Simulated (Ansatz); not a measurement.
P$_{2}$W:
Space group Cmc2₁ (No. 36); a = 3.1492 Å, b = 11.1337 Å, c = 4.9554 Å, α = 90.00°, β = 90.00°, γ = 90.00°

| atom | site | symmetry | x | y | z |
|---|---|---|---|---|---|
| P | 4a | m.. | 0.0000 | 0.0701 | 0.8828 |
| P | 4a | m.. | 0.0000 | 0.2030 | 0.2006 |
| W | 4a | m.. | 0.0000 | 0.5931 | 0.4997 |
(The calculation used a cell of 6 atoms; values per cell refer to that cell.)

Relaxed with PBEsol.

**Question.** Which orbitals make up the states near the Fermi level in DFT-PBEsol in the program Ansatz with PAW potentials?

**Answer.** Within 0.5 eV of the Fermi level: W 5d 68 %, P 3p 22 %, outside the projected shells 5 %. Projections are on Löwdin-orthogonalised atomic valence shells; empty p or d shells of many metals are not among them.

**Question.** Tabulate the density of states.

**Answer.** States/eV per cell of 6 atoms, in 0.25 eV bins, energy from the Fermi level.

| E (eV) | total | P 3p | W 5d | P 3s |
|---|---|---|---|---|
| -7.85 | 0.43 | 0.28 | 0.06 | 0.03 |
| -7.60 | 1.02 | 0.67 | 0.15 | 0.08 |
| -7.35 | 2.29 | 1.52 | 0.40 | 0.15 |
| -7.10 | 3.02 | 2.04 | 0.59 | 0.16 |
| -6.85 | 3.08 | 2.08 | 0.65 | 0.18 |
| -6.60 | 2.45 | 1.55 | 0.55 | 0.19 |
| -6.35 | 1.87 | 1.15 | 0.42 | 0.16 |
| -6.10 | 2.81 | 1.70 | 0.73 | 0.20 |
| -5.85 | 3.41 | 2.03 | 0.93 | 0.25 |
| -5.60 | 3.10 | 1.78 | 0.89 | 0.26 |
| -5.35 | 2.13 | 1.21 | 0.64 | 0.16 |
| -5.10 | 2.04 | 1.15 | 0.64 | 0.13 |
| -4.85 | 3.43 | 1.99 | 1.06 | 0.19 |
| -4.60 | 3.05 | 1.72 | 1.02 | 0.17 |
| -4.35 | 3.24 | 1.76 | 1.17 | 0.17 |
| -4.10 | 4.16 | 2.26 | 1.54 | 0.18 |
| -3.85 | 4.74 | 2.49 | 1.89 | 0.16 |
| -3.60 | 5.58 | 2.90 | 2.31 | 0.17 |
| -3.35 | 5.74 | 3.10 | 2.29 | 0.14 |
| -3.10 | 5.43 | 2.89 | 2.20 | 0.12 |
| -2.85 | 4.87 | 2.61 | 1.97 | 0.10 |
| -2.60 | 3.84 | 1.98 | 1.64 | 0.08 |
| -2.35 | 2.20 | 1.06 | 0.98 | 0.06 |
| -2.10 | 2.39 | 1.12 | 1.09 | 0.07 |
| -1.85 | 2.59 | 1.04 | 1.32 | 0.07 |
| -1.60 | 3.33 | 1.06 | 1.95 | 0.09 |
| -1.35 | 3.12 | 0.86 | 1.96 | 0.09 |
| -1.10 | 3.82 | 0.92 | 2.55 | 0.10 |
| -0.85 | 2.46 | 0.58 | 1.65 | 0.07 |
| -0.60 | 2.01 | 0.38 | 1.48 | 0.05 |
| -0.35 | 1.27 | 0.19 | 0.97 | 0.04 |
| -0.10 | 1.15 | 0.20 | 0.82 | 0.03 |
| 0.15 | 0.81 | 0.22 | 0.50 | 0.03 |
| 0.40 | 0.93 | 0.30 | 0.49 | 0.07 |
| 0.65 | 1.52 | 0.51 | 0.77 | 0.12 |
| 0.90 | 1.98 | 0.68 | 0.99 | 0.16 |
| 1.15 | 3.41 | 1.22 | 1.57 | 0.31 |
| 1.40 | 3.23 | 1.01 | 1.55 | 0.34 |
| 1.65 | 3.23 | 1.01 | 1.56 | 0.32 |
| 1.90 | 3.66 | 1.12 | 1.78 | 0.34 |
| 2.15 | 3.51 | 1.01 | 1.78 | 0.31 |
| 2.40 | 4.49 | 1.22 | 2.30 | 0.43 |
| 2.65 | 4.45 | 1.10 | 2.37 | 0.45 |
| 2.90 | 4.60 | 1.20 | 2.31 | 0.48 |
| 3.15 | 4.84 | 1.29 | 2.26 | 0.56 |
| 3.40 | 3.60 | 1.05 | 1.51 | 0.42 |
| 3.65 | 3.44 | 1.10 | 1.27 | 0.38 |
| 3.90 | 3.36 | 1.26 | 1.06 | 0.31 |
| 4.15 | 4.05 | 1.69 | 1.24 | 0.26 |
| 4.40 | 3.87 | 1.66 | 1.05 | 0.22 |
| 4.65 | 3.64 | 1.59 | 0.91 | 0.19 |

Space group Cmc2_1. The first step of the workflow began from a Materials Project structure, measured or hypothetical; the Crystallography Open Database files this formula in space group No. 36, but the cells were not matched. Whether it is the stable phase at ambient conditions was not checked. Symmetry was held in the PBEsol relaxation; of distortions, only those at the zone centre were tested. The run is not spin-polarised. Spin–orbit coupling is left out wherever it is not named.

Potentials: the earlier of the program's two PAW sets.
